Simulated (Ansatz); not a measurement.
Property card for AlGa5As6

All numbers below come from DFT PBE, scalar-relativistic, plane waves, PAW in Ansatz 0.2.0.

Plane waves to 420 eV, a k mesh through Γ of 10×10×2 on the computed 12-atom cell and Gaussian smearing (0.02 eV); no spin polarisation.

The structure is relaxed at this level of theory with its symmetry kept, and needn't be the ground state of this composition.

```
CELL_PARAMETERS angstrom
4.06149 0.00000 0.00000
0.00000 4.06149 0.00000
0.00000 0.00000 17.21926
ATOMIC_POSITIONS crystal
Al 0.00000 0.00000 0.50000
Ga 0.00000 0.00000 0.83317
Ga 0.50000 0.50000 0.00000
Ga 0.00000 0.00000 0.16683
Ga 0.50000 0.50000 0.33359
Ga 0.50000 0.50000 0.66641
As 0.50000 0.00000 0.91658
As 0.00000 0.50000 0.08342
As 0.50000 0.00000 0.25020
As 0.00000 0.50000 0.41733
As 0.50000 0.00000 0.58268
As 0.00000 0.50000 0.74980
```

| Quantity | Value |
| --- | --- |
| Space group | P-4m2 (No. 115) |
| Volume per atom | 159.7 bohr³ |
| Formation energy from the elements' standard states (uncorrected) | -0.374 eV/atom |
| Kohn–Sham band gap | 0.40 eV, direct at Γ |
| Orbital (Löwdin) character of the top 1 eV of the valence band | As 4p 76 %, Ga 4p 19 % |
| Orbital (Löwdin) character of the lowest 1 eV of the conduction band | Ga 4s 33 %, As 4p 21 %, As 4s 20 %, Ga 4p 18 % |
| Electron masses at the edge by direction of the standard setting (m_e; one valley, along these axes only; no spin-orbit coupling) | x: 0.029; y: 0.029; z: 0.030 |
| Hole masses at the edge by direction of the standard setting (m_e; one valley, along these axes only; no spin-orbit coupling) | x: 2.7, 0.081, 0.037; y: 2.7, 0.081, 0.037; z: 0.39, 0.39, 0.030 |

The cell was found from a structure generator's guess, not taken from experiment. Kohn–Sham gaps at this level usually fall short of measured ones. Löwdin shares on free-atom orbitals overweight diffuse shells in the empty bands.
